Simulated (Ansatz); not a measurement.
SrZn2Sb2:
```
CELL_PARAMETERS angstrom
      4.50693     0.00000     0.00000
     -2.25347     3.90312     0.00000
      0.00000     0.00000     7.73634
ATOMIC_POSITIONS crystal
  Zn 0.33333 0.66667 0.63326
  Zn 0.66667 0.33333 0.36674
  Sr 0.00000 0.00000 0.00000
  Sb 0.33333 0.66667 0.27174
  Sb 0.66667 0.33333 0.72826
```

Relaxed with r²SCAN.

Task: Map the electron localisation function on the plane through (0.333, 0.667, 0.633) spanned by u = [0, 0, 1] and v = [1, -1, 0] in lattice vectors, from plane-wave PAW r²SCAN (Ansatz code).

Result: x is the fraction of u, y of v (the angle between them is 90°; rows are the nearest grid lines); atoms in the plane: Zn at (0.00, 0.00), Zn at (0.73, 0.33), Sr at (0.37, 0.67), Sb at (0.64, 0.00), Sb at (0.10, 0.33).
```
y \ x   0.000  0.103  0.179  0.282  0.359  0.462  0.538  0.641  0.718  0.821  0.897   1.00
------  -----  -----  -----  -----  -----  -----  -----  -----  -----  -----  -----  -----
1.00    0.000  0.185  0.199  0.046  0.297  0.735  0.293  0.000  0.133  0.554  0.157  0.000
0.923   0.076  0.189  0.206  0.040  0.136  0.732  0.417  0.126  0.313  0.513  0.165  0.076
0.846   0.182  0.245  0.133  0.025  0.063  0.158  0.628  0.491  0.523  0.280  0.139  0.182
0.769   0.095  0.105  0.033  0.690  0.860  0.547  0.066  0.336  0.231  0.053  0.034  0.095
0.692   0.022  0.028  0.035  0.861  0.091  0.865  0.094  0.032  0.026  0.008  0.007  0.022
0.615   0.042  0.059  0.032  0.867  0.593  0.853  0.061  0.045  0.038  0.013  0.011  0.042
0.538   0.339  0.506  0.290  0.273  0.740  0.232  0.037  0.164  0.154  0.070  0.078  0.339
0.462   0.484  0.387  0.555  0.343  0.042  0.025  0.137  0.216  0.184  0.155  0.301  0.484
0.385   0.304  0.012  0.286  0.751  0.359  0.049  0.179  0.185  0.008  0.158  0.424  0.304
0.308   0.260  0.000  0.208  0.757  0.429  0.050  0.179  0.161  0.000  0.123  0.423  0.260
0.231   0.441  0.293  0.429  0.696  0.200  0.136  0.368  0.227  0.172  0.159  0.389  0.441
0.154   0.380  0.632  0.647  0.345  0.083  0.554  0.679  0.578  0.608  0.331  0.231  0.380
0.0769  0.070  0.193  0.276  0.070  0.176  0.743  0.408  0.121  0.317  0.524  0.162  0.070
0.000   0.000  0.185  0.199  0.046  0.297  0.735  0.293  0.000  0.133  0.554  0.157  0.000
```

The density is the valence pseudo-density with augmentation charge, so density and ELF within about 1 Å of a nucleus are not all-electron values.

Space group P-3m1. The workflow started from an entry of the Crystallography Open Database (COD). Whether it is the stable phase at ambient conditions was not checked. The r²SCAN relaxation kept the symmetry of its start; whether a distortion lowers the energy is not shown. Scalar-relativistic: spin–orbit coupling is off unless named, which matters more the heavier the elements.

Potentials: the later of the program's two PAW sets.
